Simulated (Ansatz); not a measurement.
Si (diamond), conventional cell a = 5.4442 Å, b = 5.4442 Å, c = 5.4442 Å, α = 90.00°, β = 90.00°, γ = 90.00°. The calculation uses the primitive cell of 2 atoms, to which meshes and values per cell refer.

The relaxed cell is deformed in two ways at once: its volume V is scaled, and at that volume it is stretched along z (the c axis of the conventional cell) so that c/a changes. Fractional atomic positions are held.

Calculation: r2SCAN (plane waves to 500 eV, PAW, scalar-relativistic; Ansatz, a first-principles code). k mesh 10×10×10 (Γ-centred), Fermi-Dirac smearing 0.05 eV. The energy includes the smearing's −TS. As the smearing reaches across the gap at some points, the response to shear is sensitive to the k mesh, so small differences along c/a are uncertain. Si was relaxed with its symmetry unable to fall. The last digit holds for this mesh only.

Changes of ΔE (kJ/mol of atoms) from the point V/V₀ = 1.000, (c/a)/(c/a)₀ = 1.000 when one coordinate moves alone (two changes are said to add if the coupling is within 5 % of the smaller one, nearly so within 20 %):

| point | change |
|---|---|
| V/V₀ = 1.000, (c/a)/(c/a)₀ = 0.880 | 6.00 |
| V/V₀ = 1.000, (c/a)/(c/a)₀ = 0.920 | 2.71 |
| V/V₀ = 1.000, (c/a)/(c/a)₀ = 0.960 | 0.69 |
| V/V₀ = 0.960, (c/a)/(c/a)₀ = 1.000 | 1.01 |
| V/V₀ = 0.973, (c/a)/(c/a)₀ = 1.000 | 0.44 |
| V/V₀ = 0.987, (c/a)/(c/a)₀ = 1.000 | 0.11 |
| V/V₀ = 1.013, (c/a)/(c/a)₀ = 1.000 | 0.10 |
| V/V₀ = 1.027, (c/a)/(c/a)₀ = 1.000 | 0.40 |
| V/V₀ = 1.040, (c/a)/(c/a)₀ = 1.000 | 0.88 |
| V/V₀ = 1.000, (c/a)/(c/a)₀ = 1.040 | 0.69 |
| V/V₀ = 1.000, (c/a)/(c/a)₀ = 1.080 | 2.76 |
| V/V₀ = 1.000, (c/a)/(c/a)₀ = 1.120 | 6.19 |

Problem. Do the two effects add at V/V₀ = 0.960, (c/a)/(c/a)₀ = 0.920? Give the computed change.

Solution. The sum of the single changes is 1.01 + (2.71) = 3.72; the calculation gives 3.60, so the coupling contributes -0.12 (under 20 % of the smaller single change, nearly additive).

(Under strain, the slope of the energy per volume gives the stress and its curvature an elastic modulus.)
